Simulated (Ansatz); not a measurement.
Consider the following.

TePd:
```yaml
crystal:
  lattice:
    - [1.93986, -5.36505, 0.00000]
    - [1.93986, 5.36505, 0.00000]
    - [0.00000, 0.00000, 3.99854]
  atoms:
    - { symbol: Te, position: [0.64159, 0.35841, 0.25000] }
    - { symbol: Pd, position: [0.89596, 0.10404, 0.25000] }
    - { symbol: Te, position: [0.35841, 0.64159, 0.75000] }
    - { symbol: Pd, position: [0.10404, 0.89596, 0.75000] }
```

This is the r²SCAN-relaxed structure.

**Question.** All from DFT-r²SCAN in the program Ansatz with PAW potentials, unless another level is named. Predict the electronic character.

**Answer.** metallic (no gap).

**Question.** What about the density of states at the Fermi level?

**Answer.** 0.58 states/eV per atom (mean over ±0.08 eV).

**Question.** Predict the formation energy from the elements (no fitted shifts).

**Answer.** -0.23 eV/atom.

Space group Cmcm. The start of the workflow was typed in or built on a structure type; neither database checked (COD, Materials Project) lists it. COD files the formula under space group No. 194. Its standing as an ambient phase is unchecked. Symmetry was held in the r²SCAN relaxation; whether a distortion lowers the energy is not shown. The run is not spin-polarised. The references are the lowest solids computed at this level, not always the standard phases. Scalar-relativistic: spin–orbit coupling is off unless named, which matters more the heavier the elements.

Potentials: the later of the program's two PAW sets.
